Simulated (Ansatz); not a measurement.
Relaxed-ion elastic tensor of LiC6 in space group P6/mmm (No. 191; Li on 1a, C on 6k) in GPa (Voigt order), DFT-PBEsol in the program Ansatz with PAW potentials; density 2.23 g/cm³, 8.40 Å³ per atom.

```tsv
	1	2	3	4	5	6
1	940	160	1.9	0.0	0.0	0.0
2	160	940	1.9	0.0	0.0	0.0
3	1.9	1.9	68.6	0.0	0.0	0.0
4	0.0	0.0	0.0	18.8	0.0	0.0
5	0.0	0.0	0.0	0.0	18.8	0.0
6	0.0	0.0	0.0	0.0	0.0	390
```

Is the crystal mechanically stable?

Yes: the smallest eigenvalue of C is 18.8 GPa.

Work out the Voigt and Reuss bounds. Is their mean of use?

K_V = 253, K_R = 61.4; G_V = 204, G_R = 38.0 GPa. The bounds lie so far apart that a Hill average or a Debye temperature from it would say little.

The first step of the workflow began from a Materials Project structure, measured or hypothetical; the Crystallography Open Database copy checked does not list it. Whether it is the stable phase at ambient conditions was not checked. The cell was relaxed with PBEsol under the symmetry of its start; of distortions, only those at the zone centre were tested. As this level gives no gap, shear constants depend on the k-mesh and smearing (Fermi–Dirac, 0.1 eV here).

Potentials: the later of the program's two PAW sets.
